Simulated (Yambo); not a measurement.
Yambo run on RbBH4 (space group F-43m, No. 216). The wavefunctions come from this Quantum ESPRESSO step (PBEsol, PseudoDojo standard norm-conserving files, fully relativistic):

```
&CONTROL
  calculation = 'nscf'
  pseudo_dir = './pseudo'
  outdir = './out'
/
&SYSTEM
  ibrav = 0
  nat = 6
  ntyp = 3
  ecutwfc = 76.0
  ecutrho = 304.0
  occupations = 'fixed'
  force_symmorphic = .true.
  nbnd = 166
  noncolin = .true.
  lspinorb = .true.
/
&ELECTRONS
  conv_thr = 6.000000000000001e-09
  diago_full_acc = .true.
  diago_thr_init = 1e-08
/
ATOMIC_SPECIES
H 1.0080 H.upf
B 10.8100 B.upf
Rb 85.4678 Rb.upf
CELL_PARAMETERS angstrom
  0.000000000000   3.453240000000   3.453240000000
  3.453240000000   0.000000000000   3.453240000000
  3.453240000000   3.453240000000   0.000000000000
ATOMIC_POSITIONS crystal
H   0.397580000000   0.807260000000   0.397580000000
H   0.397580000000   0.397580000000   0.807260000000
H   0.397580000000   0.397580000000   0.397580000000
H   0.807260000000   0.397580000000   0.397580000000
B   0.500000000000   0.500000000000   0.500000000000
Rb   0.000000000000   0.000000000000   0.000000000000
K_POINTS automatic
4 4 4 0 0 0
```

Yambo input:

```
rim_cut
gw0
dyson
el_el_corr
HF_and_locXC
ppa
em1d
RandQpts= 1000000
RandGvec= 1 Ry
EXXRLvcs= 76 Ry
VXCRLvcs= 304 Ry
Chimod= "HARTREE"
% BndsRnXp
 1 | 162 |
%
NGsBlkXp= 6 Ry
% LongDrXp
 1.0 | 1.0 | 1.0 |
%
PPAPntXp= 27.2114 eV
% GbndRnge
 1 | 162 |
%
GTermKind= "BG"
DysSolver= "n"
ExtendOut
% QPkrange
 1 | 1 | 16 | 17 |
 3 | 3 | 16 | 17 |
 7 | 7 | 14 | 18 |
 8 | 8 | 16 | 17 |
%
```

k points by index: 1 = Γ, 3 = L, 7 = X, 8 = W.

Resulting energies as the program prints them:

```
#    K-point    Band    Eo [eV]    E [eV]    E-Eo [eV]    Vxc [eV]    Vnlxc [eV]    Sc|Eo [eV]    Sc|E [eV]    dSc/dw|Eo [eV]    Re(Z)    Im(Z)
#
    1    16    0.000000    -2.033370    -2.033370    -12.26518    -16.60160    1.864542    2.303050    -5.867927    0.822608    -0.001326
    1    17    6.163902    7.168820    1.004918    -7.708627    -3.650425    -2.899220    -3.053284    -4.171379    0.867079    -0.975654E-3
    3    16    -0.260492    -2.307947    -2.047456    -11.94238    -16.31401    1.881802    2.324169    -5.878827    0.822337    -0.001347
    3    17    7.189268    8.089847    0.900580    -6.935786    -3.107333    -2.797301    -2.927873    -3.944838    0.873384    -0.949466E-3
    7    14    -0.124140    -2.171968    -2.047828    -12.19108    -16.54605    1.867288    2.307145    -5.844408    0.823194    -0.001327
    7    15    -0.100497    -2.145161    -2.044664    -12.22798    -16.57277    1.861556    2.300127    -5.836345    0.823394    -0.001324
    7    16    -0.100497    -2.145160    -2.044663    -12.22798    -16.57277    1.861558    2.300129    -5.836342    0.823394    -0.001324
    7    17    5.904045    6.904913    1.000868    -6.804294    -2.997559    -2.667589    -2.805867    -3.759137    0.878621    -0.896075E-3
    7    18    5.904045    6.904913    1.000868    -6.804294    -2.997559    -2.667589    -2.805867    -3.759137    0.878621    -0.896075E-3
    8    16    -0.146593    -2.196594    -2.050001    -12.15798    -16.49268    1.846962    2.284694    -5.810023    0.824051    -0.001321
    8    17    7.169505    8.032606    0.863100    -6.543925    -2.846410    -2.717076    -2.834415    -3.699001    0.880331    -0.883237E-3
```
(The two width columns are left out.) Convergence of these settings isn't established.

Geometry of the Materials Project entry, not relaxed at this level.

The structure is a Materials Project entry; no match was found in the copy of COD used, and its stability was not checked.
